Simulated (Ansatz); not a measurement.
All numbers below come from DFT PBE, scalar-relativistic, plane waves, PAW (Ansatz 0.2.0). Cutoff 420 eV, Γ-centred meshes of about 0.25 Å⁻¹ or finer for metals and 0.3 Å⁻¹ for insulators (2π included), Gaussian smearing. No spin polarisation.

Temperature and zero-point effects are left out.

Two relaxed structures of Al4BSbP2:

1.

```cif
data_structure
_symmetry_space_group_name_H-M 'I-4'
_symmetry_Int_Tables_number 82
_cell_length_a 5.5830
_cell_length_b 5.5830
_cell_length_c 10.7992
_cell_angle_alpha 90.000
_cell_angle_beta 90.000
_cell_angle_gamma 90.000
_cell_volume 336.61
loop_
_atom_site_label
_atom_site_type_symbol
_atom_site_symmetry_multiplicity
_atom_site_Wyckoff_symbol
_atom_site_fract_x
_atom_site_fract_y
_atom_site_fract_z
_atom_site_occupancy
Al1 Al 8 g 0.74811 0.70579 0.35238 1
B1 B 2 c 0.00000 0.50000 0.25000 1
Sb1 Sb 2 b 0.50000 0.50000 0.00000 1
P1 P 2 d 0.50000 0.00000 0.25000 1
P2 P 2 a 0.00000 0.00000 0.00000 1
```

2.

```cif
data_structure
_symmetry_space_group_name_H-M 'P-4m2'
_symmetry_Int_Tables_number 115
_cell_length_a 3.9931
_cell_length_b 3.9931
_cell_length_c 10.5328
_cell_angle_alpha 90.000
_cell_angle_beta 90.000
_cell_angle_gamma 90.000
_cell_volume 167.95
loop_
_atom_site_label
_atom_site_type_symbol
_atom_site_symmetry_multiplicity
_atom_site_Wyckoff_symbol
_atom_site_fract_x
_atom_site_fract_y
_atom_site_fract_z
_atom_site_occupancy
Al1 Al 2 g 0.00000 0.50000 0.06878 1
Al2 Al 2 g 0.50000 0.00000 0.33042 1
B1 B 1 a 0.00000 0.00000 0.00000 1
Sb1 Sb 1 d 0.00000 0.00000 0.50000 1
P1 P 2 f 0.50000 0.50000 0.79194 1
```

Question: Which form is favoured at zero pressure, and by what margin per atom?

Answer: Cell 2 is lower, by 8 meV/atom. Cell 1 has space group I-4 (No. 82), 21.0 Å³/atom and no gap on its mesh; cell 2 has space group P-4m2 (No. 115), 21.0 Å³/atom and no gap. In cell 1, Al has 1 B at 2.13 Å, 2 P at 2.40–2.42 Å and 1 Sb at 2.69 Å; B is surrounded by 4 Al at 2.13 Å; Sb has 4 Al at 2.69 Å; around P on its first site lie 4 Al at 2.42 Å; 1 more site not described. In cell 2, Al on its first site is surrounded by 2 B at 2.12 Å and 2 P at 2.48 Å; B has 4 Al at 2.12 Å; around Sb lie 4 Al at 2.68 Å; P has 4 Al at 2.38–2.48 Å; 1 more site not described. Both come from trial cells of a structure search, whose lowest cell (I-42m, 20.9 Å³/atom) lies 54 meV/atom below the lower of the two.

The k mesh leaves some 4 meV/atom of noise in the energy of each metallic cell. Spin–orbit coupling, which can matter for Sb, is left out. Cells relaxed within their symmetry can be saddle points. Some types were kept out of the candidates beforehand, so the set may lack a known form.
